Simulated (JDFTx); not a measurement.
Part of a log of a modified build of JDFTx for boron oxyfluoride, BOF (SMILES O=BF), charge 0, multiplicity 1 (PBE, GBRV ultrasoft potentials, plane waves to 20/100 Ha):

```
unit cell volume = 6460.69
Chosen fftbox size, S = [  100  80  80  ]
unit cell volume = 6460.69
Chosen fftbox size, S = [  90  72  72  ]
  'F' pseudopotential, 'SLA  PW   PBX  PBC' functional
  7 valence electrons, 2 orbitals, 4 projectors, 799 radial grid points, with lMax = 1
  'B' pseudopotential, 'SLA  PW   PBX  PBC' functional
  3 valence electrons, 2 orbitals, 4 projectors, 781 radial grid points, with lMax = 1
  'O' pseudopotential, 'SLA  PW   PBE  PBE' functional
  6 valence electrons, 2 orbitals, 5 projectors, 737 radial grid points, with lMax = 2
Initialized 3 species with 3 total atoms.
Folded 1 k-points by 1x1x1 to 1 k-points.
nElectrons:  16.000000   nBands: 8   nStates: 1
average nbasis = 27591.000 , ideal nbasis = 27600.546
Correction to mu due to finite nuclear width = -0.0024572
   Cavity determined by nc: 0.0016 and sigma: 0.6
   Effective cavity tension: -1.7e-06 Eh/bohr^2 to account for cavitation and dispersion.
[...]
	Linear fluid (dielectric constant: 7.6) occupying 0.957890 of unit cell:	Completed after 9 iterations
[... later lines of the fluid solver are left out ...]
ElecMinimize: Iter:   0  Etot: -43.314737869842503  |grad|_K:  1.207e-04  alpha:  1.000e+00
ElecMinimize: Iter:   1  Etot: -43.317717763122857  |grad|_K:  8.497e-05  alpha:  9.275e-01  linmin: -6.521e-03
ElecMinimize: Iter:   2  Etot: -43.318745729163325  |grad|_K:  5.115e-05  alpha:  6.405e-01  linmin:  1.817e-05
[... lines cut ...]
ElecMinimize: Iter:   8  Etot: -43.319228356283041  |grad|_K:  1.136e-06  alpha:  6.215e-01  linmin: -5.428e-03
ElecMinimize: Iter:   9  Etot: -43.319228565128313  |grad|_K:  5.778e-07  alpha:  7.308e-01  linmin:  1.782e-03
ElecMinimize: Iter:  10  Etot: -43.319228625084442  |grad|_K:  3.016e-07  alpha:  8.145e-01  linmin: -3.662e-03
ElecMinimize: Iter:  11  Etot: -43.319228638733350  |grad|_K:  1.827e-07  alpha:  6.772e-01  linmin:  1.792e-02
ElecMinimize: Converged (|Delta Etot|<1.000000e-07 for 2 iters).

# Energy components:
   A_diel =       -0.0248756398696299
   Eewald =        6.7067341222722900
       EH =       43.6063810755933119
     Eloc =     -108.5287564573488339
      Enl =        6.1271273414229483
      Exc =       -9.7755599449645203
 Exc_core =        0.4073420864105085
       KE =       18.1623787777505719
-------------------------------------
     Etot =      -43.3192286387333496
```

Q: Which solvation model was used?
(A) linear PCM (GLSSA13)
(B) soft-sphere model
(C) SCCS (g03 parameters)
(D) SCCS (cation parameters)

A: A, linear PCM (GLSSA13). The liquid was tetrahydrofuran (dielectric constant 7.6), no salt.
